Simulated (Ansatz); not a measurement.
**What a change of settings does: Sn₂Pt**

First run: DFT, r2SCAN, PAW with Ansatz's default frozen-core files, scalar-relativistic (Ansatz 0.2.0).

Command: `ansatz run input.yaml --threads 1 --pin off --max-ram 3072MiB --backend cpu --events-out ev --progress --plain --runs-dir out` It took 10 s on 1 thread of Intel(R) Xeon(R) Platinum 8488C (Sapphire Rapids) (shared host), peak memory 0.65 GiB.

```yaml
crystal:
  lattice:
    - [0.0, 3.2419863306, 3.2419863306]
    - [3.2419863306, 0.0, 3.2419863306]
    - [3.2419863306, 3.2419863306, 0.0]
  atoms:
    - { symbol: Sn, position: [0.25, 0.25, 0.25] }
    - { symbol: Sn, position: [0.75, 0.75, 0.75] }
    - { symbol: Pt, position: [0.0, 0.0, 0.0] }
kpoints:
  mp_grid: { grid: [10, 10, 10] }
scf:
  occupations: { method: fermi_dirac, width: 0.05 }
hamiltonian:
  xc: r2scan
  pseudopotentials: { kind: paw }
output:
  forces: true
  stress: true
  eigenvalues: true
  populations: true
  write_density: true
  write_potential: true
  elf: true
  volumetric_format: npy
```

The cell comes from a relaxation on PAW files under the same functional, begun from a database entry that needn't be the ground state.

It converges in 7 SCF iterations at a pressure of -0.01 GPa, cutoff 500 eV.

The input is then changed:

```diff
   occupations: { method: fermi_dirac, width: 0.05 }
+  convergence: { dr2_threshold: 1.0e-11 }
 hamiltonian:
   populations: true
-  write_density: true
-  write_potential: true
-  elf: true
-  volumetric_format: npy
+accuracy: medium
```

Question: What does the second run give?

Answer: It converges in 9 SCF iterations at a pressure of -0.01 GPa, cutoff 500 eV, free energy 0.0 meV/atom against the first run's.
